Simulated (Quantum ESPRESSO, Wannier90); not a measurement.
## Tight-binding from DFT: CsPbCl3 (R32)

Cell from Materials Project (mp-675022), symmetrised, no further relaxation. Not found in the COD (Crystallography Open Database) copy used, which has the formula in other groups; not checked further. Computed values, not measurements, from PBEsol: Quantum ESPRESSO (norm-conserving PseudoDojo potentials, cutoff 50 Ry, no spin polarisation, no spin-orbit coupling) on a Γ-centred 6×6×6 mesh, then Wannier90. Density: 6×6×6 mesh, cold smearing 0.01 Ry. Spin-orbit coupling is left out although heavy elements are present.

On the energy scale of pw.x, whose zero is arbitrary, the valence-band maximum lies at 3.48 eV.

Input w.win:

```
num_bands = 4
num_wann = 4
exclude_bands = 1-9,14-36
num_iter = 800
conv_tol = 1.0e-6
conv_window = 4
write_hr = true
write_u_matrices = true
auto_projections = true
begin unit_cell_cart
ang
    4.0031550324    2.3112226355    3.2955570000
   -4.0031550324    2.3112226355    3.2955570000
    0.0000000000   -4.6224452711    3.2955570000
end unit_cell_cart
begin atoms_frac
Cs   0.5000000000  0.5000000000  0.5000000000
Pb   0.0000000000  0.0000000000  0.0000000000
Cl   0.5000000000  0.0186030000 -0.0186030000
Cl  -0.0186030000  0.5000000000  0.0186030000
Cl   0.0186030000 -0.0186030000  0.5000000000
end atoms_frac
mp_grid = 6 6 6
begin kpoints
0.0000000000 0.0000000000 0.0000000000
0.0000000000 0.0000000000 0.1666666667
0.0000000000 0.0000000000 0.3333333333
... (213 more lines: the 6x6x6 mesh through Gamma)
end kpoints
```

Input of pw2wannier90.x that gives the overlap and projection files (equivalent; here they were cut from one run over all bands):

```
&inputpp
  outdir = './out'
  prefix = 'pwscf'
  seedname = 'w'
  write_amn = .true.
  write_mmn = .true.
  atom_proj = .true.
  atom_proj_exclude = 1 5 6 7 8 9 10 12 13 14 15 16 17 18 19 20 21 22 23 24 25 26
/
```

Output w.wout (banner and timings cut):

```
                                    ------
                                    SYSTEM
                                    ------

                              Lattice Vectors (Ang)
                    a_1     4.003155   2.311223   3.295557
                    a_2    -4.003155   2.311223   3.295557
                    a_3     0.000000  -4.622445   3.295557

                   Unit Cell Volume:     182.94657  (Ang^3)

                        Reciprocal-Space Vectors (Ang^-1)
                    b_1     0.784779   0.453092   0.635521
                    b_2    -0.784779   0.453092   0.635521
                    b_3     0.000000  -0.906185   0.635521

 *----------------------------------------------------------------------------*
 |   Site       Fractional Coordinate          Cartesian Coordinate (Ang)     |
 +----------------------------------------------------------------------------+
 | cs   1   0.50000   0.50000   0.50000   |    0.00000  -0.00000   4.94334    |
 | pb   1   0.00000   0.00000   0.00000   |    0.00000   0.00000   0.00000    |
 | cl   1   0.50000   0.01860  -0.01860   |    1.92711   1.28460   1.64778    |
 | cl   2  -0.01860   0.50000   0.01860   |   -2.07605   1.02662   1.64778    |
 | cl   3   0.01860  -0.01860   0.50000   |    0.14894  -2.31122   1.64778    |
 *----------------------------------------------------------------------------*
                                ------------
                                K-POINT GRID
                                ------------

             Grid size =  6 x  6 x  6      Total points =  216

 *---------------------------------- MAIN ------------------------------------*
 |  Number of Wannier Functions               :                 4             |
 |  Number of Objective Wannier Functions     :                 4             |
 |  Number of input Bloch states              :                 4             |
 |  Output verbosity (1=low, 5=high)          :                 1             |
 |  Timing Level (1=low, 5=high)              :                 1             |
 |  Optimisation (0=memory, 3=speed)          :                 3             |
 |  Length Unit                               :               Ang             |
 |  Post-processing setup (write *.nnkp)      :                 F             |
 |  Using Gamma-only branch of algorithms     :                 F             |
 *----------------------------------------------------------------------------*
 *------------------------------- WANNIERISE ---------------------------------*
 |  Total number of iterations                :               800             |
 |  Number of CG steps before reset           :                 5             |
 |  Trial step length for line search         :             2.000             |
 |  Convergence tolerence                     :         0.100E-05             |
 |  Convergence window                        :                 4             |
 |  Iterations between writing output         :                 1             |
 |  Iterations between backing up to disk     :               100             |
 |  Write r^2_nm to file                      :                 F             |
 |  Write xyz WF centres to file              :                 F             |
 |  Write on-site energies <0n|H|0n> to file  :                 F             |
 |  Use guiding centre to control phases      :                 F             |
 |  Use phases for initial projections        :                 F             |
 *----------------------------------------------------------------------------*
 *-------------------------------- PLOTTING ----------------------------------*
 |  Plotting Hamiltonian in WF basis          :                 T             |
 *----------------------------------------------------------------------------*

       ... (k-mesh section left out)

 Starting a new Wannier90 calculation ...

 Reading overlaps from w.mmn

 Reading projections from w.amn

 *------------------------------- WANNIERISE ---------------------------------*
 +--------------------------------------------------------------------+<-- CONV
 | Iter  Delta Spread     RMS Gradient      Spread (Ang^2)            |<-- CONV
 +--------------------------------------------------------------------+<-- CONV

 ------------------------------------------------------------------------------
 Initial State
  WF centre and spread    1  (  0.000000,  0.000000,  4.943335 )     1.48842948
  WF centre and spread    2  ( -0.004541, -0.000000,  4.943335 )     1.49995915
  WF centre and spread    3  (  0.004526, -0.000000,  4.943335 )     1.49995915
  WF centre and spread    4  (  0.000000, -0.000000,  0.000000 )     3.76621832
  Sum of centres and spreads ( -0.000015, -0.000000, 14.830006 )     8.25456609

      0     0.825E+01     0.0000000000        8.2545660622  <-- CONV
        O_D=      0.0005865 O_OD=      0.0069579 O_TOT=      8.2545661 <-- SPRD
 ------------------------------------------------------------------------------
      1    -0.654E-03     0.0178770877        8.2539125286  <-- CONV
        O_D=      0.0005994 O_OD=      0.0062914 O_TOT=      8.2539125 <-- SPRD
      2    -0.564E-04     0.0106014009        8.2538560906  <-- CONV
        O_D=      0.0005837 O_OD=      0.0062507 O_TOT=      8.2538561 <-- SPRD
      3    -0.873E-05     0.0044598393        8.2538473636  <-- CONV
        O_D=      0.0005800 O_OD=      0.0062456 O_TOT=      8.2538474 <-- SPRD
      4    -0.171E-05     0.0021460198        8.2538456577  <-- CONV
        O_D=      0.0005792 O_OD=      0.0062447 O_TOT=      8.2538457 <-- SPRD
      5    -0.283E-06     0.0009605782        8.2538453748  <-- CONV
        O_D=      0.0005791 O_OD=      0.0062445 O_TOT=      8.2538454 <-- SPRD
      6    -0.448E-07     0.0003612886        8.2538453299  <-- CONV
        O_D=      0.0005791 O_OD=      0.0062445 O_TOT=      8.2538453 <-- SPRD
      7    -0.199E-07     0.0002177621        8.2538453101  <-- CONV
        O_D=      0.0005791 O_OD=      0.0062445 O_TOT=      8.2538453 <-- SPRD
      8    -0.454E-07     0.0002129162        8.2538452647  <-- CONV
        O_D=      0.0005791 O_OD=      0.0062444 O_TOT=      8.2538453 <-- SPRD
             <<<     Delta < 1.000E-06  over  4 iterations     >>>
             <<< Wannierisation convergence criteria satisfied >>>
 Final State
  WF centre and spread    1  (  0.000000,  0.000000,  4.943335 )     1.48805037
  WF centre and spread    2  ( -0.004537, -0.000000,  4.943335 )     1.49958937
  WF centre and spread    3  (  0.004522, -0.000000,  4.943335 )     1.49958913
  WF centre and spread    4  (  0.000000, -0.000000,  0.000000 )     3.76661642
  Sum of centres and spreads ( -0.000015, -0.000000, 14.830006 )     8.25384529

         Spreads (Ang^2)       Omega I      =     8.247021742
        ================       Omega D      =     0.000579080
                               Omega OD     =     0.006244442
    Final Spread (Ang^2)       Omega Total  =     8.253845265
```
